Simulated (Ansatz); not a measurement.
TePb: do energies and stresses tell the same story?

Method: Ansatz, DFT r2SCAN, scalar-relativistic, plane waves, PAW.

Settings: cutoff 500 eV, Γ-centred mesh 8×8×8 on the computed 2-atom cell, Gaussian smearing of 0.02 eV; no spin polarisation.

Relaxed cell: Fm-3m, a = 6.536 Å, b = 6.536 Å, c = 6.536 Å, α = 90.00°, β = 90.00°, γ = 90.00°, 2 atoms in the primitive cell.

Energies at zero smearing and pressures from the stress tensor, at volumes with shape and atoms relaxed:
```csv
V (Å³/atom),E − E(first) (meV/atom),P (GPa)
30.716,0.00,7.13
31.764,-39.00,4.87
32.811,-64.42,2.96
33.858,-78.35,1.35
34.905,-82.54,-0.03
35.952,-78.47,-1.19
36.999,-67.39,-2.18
38.396,-43.52,-3.26
```

Check P = −dE/dV between neighbouring volumes, and get the bulk modulus from the pressures alone.

With 1 eV/Å³ = 160.2 GPa:
```tsv
middle V (Å³/atom)	−ΔE/ΔV (GPa)	mean P (GPa)
31.240	5.967	5.999
32.287	3.889	3.916
33.334	2.132	2.154
34.382	0.641	0.660
35.429	-0.623	-0.607
36.476	-1.696	-1.682
37.698	-2.739	-2.719
```

The two differ by 0.03 GPa at most. The mean of two end pressures misses the average over a step by about ΔV² P″/12, up to 0.03 GPa here; with that taken off 0.00 GPa remains. Around V = 34.905 Å³/atom, the two neighbours give B = −V ΔP/ΔV = 34.905 × 2.53 / 2.094 = 42.2 GPa, against B0 = 42.1 GPa from the Birch–Murnaghan fit of the energies.

Spin–orbit coupling is left out, which can shift energies with elements as heavy as these.